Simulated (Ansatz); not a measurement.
Relaxed-ion elastic tensor of MgS (rock salt, Fm-3m) in GPa (Voigt order), plane-wave PAW r²SCAN (Ansatz code); density 2.66 g/cm³, 17.61 Å³ per atom.

```
 151  44.1  44.1   0.0   0.0   0.0
44.1   151  44.1   0.0   0.0   0.0
44.1  44.1   151   0.0   0.0   0.0
 0.0   0.0   0.0  60.3   0.0   0.0
 0.0   0.0   0.0   0.0  60.3   0.0
 0.0   0.0   0.0   0.0   0.0  60.3
```

Is the crystal mechanically stable?

Yes: the smallest eigenvalue of C is 60.3 GPa.

Work out the Voigt, Reuss and Hill averages.

K_V = 79.8, K_R = 79.8, K_H = 79.8; G_V = 57.6, G_R = 57.4, G_H = 57.5 GPa.

Give Young's modulus, Poisson's ratio, Pugh's ratio and the universal anisotropy index.

E = 9KG/(3K + G) = 139 GPa; ν = 0.21; K/G = 1.39 (brittle by the Pugh limit of 1.75); A_U = 5G_V/G_R + K_V/K_R − 6 = 0.02.

Estimate the sound speeds and the Debye temperature.

v_l = √((K + 4G/3)/ρ) = 7670 m/s, v_t = √(G/ρ) = 4650 m/s, mean 5140 m/s; Θ = (h/k)(3n/4πV)^(1/3) v_m = 588 K.

Give the Zener ratio and Young's modulus along [100], [110] and [111].

A = 2C44/(C11 − C12) = 1.12; 1/E = S11 − 2(S11 − S12 − S44/2)Γ with Γ = 0, 1/4, 1/3 gives 131, 141, 144 GPa.

The cell was relaxed with r²SCAN under the symmetry of its start; phonons on a q-mesh show no instability.

Potentials: the later of the program's two PAW sets.
